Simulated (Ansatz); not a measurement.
The relaxed structure here is a generated cell of GaP: the first start was made by placing the elements on the sites of a structure type, and the end was not matched to a known phase here, so it may be hypothetical. Known forms of GaP include space group No. 216.

A structure of GaP relaxed with PBEsol (plane waves to 420 eV, PAW, scalar-relativistic; Ansatz, an electronic-structure program); single points at other levels follow on the same geometry (Ansatz, PAW; HSE06 at 420 eV on a 6×6×4 k-mesh; no spin-orbit coupling). Space group P6₂22 (No. 180).

```
CELL_PARAMETERS angstrom
      3.85125     0.00000     0.00000
     -1.92562     3.33528     0.00000
      0.00000     0.00000     8.45466
ATOMIC_POSITIONS crystal
  Ga 0.50000 0.00000 0.50000
  Ga 0.00000 0.50000 0.16667
  Ga 0.50000 0.50000 0.83333
  P  0.50000 0.00000 0.00000
  P  0.00000 0.50000 0.66667
  P  0.50000 0.50000 0.33333
```

```json
[
 {"level": "PBEsol", "gap (eV)": "0.24", "kind": "indirect", "conduction minimum": "K"},
 {"level": "HSE06", "gap (eV)": "?", "kind": "–", "conduction minimum": "?"}
]
```

Task: Some entries are withheld; supply them.

Result: 
- HSE06, gap (eV): 0.98
- HSE06, conduction minimum: K

HSE06 gaps come from a coarse mesh plus a few chosen points, so they may be too large. No spin polarisation in the result.

The run could not lose the symmetry of its start: the end is stationary, and may be a saddle point rather than a minimum.
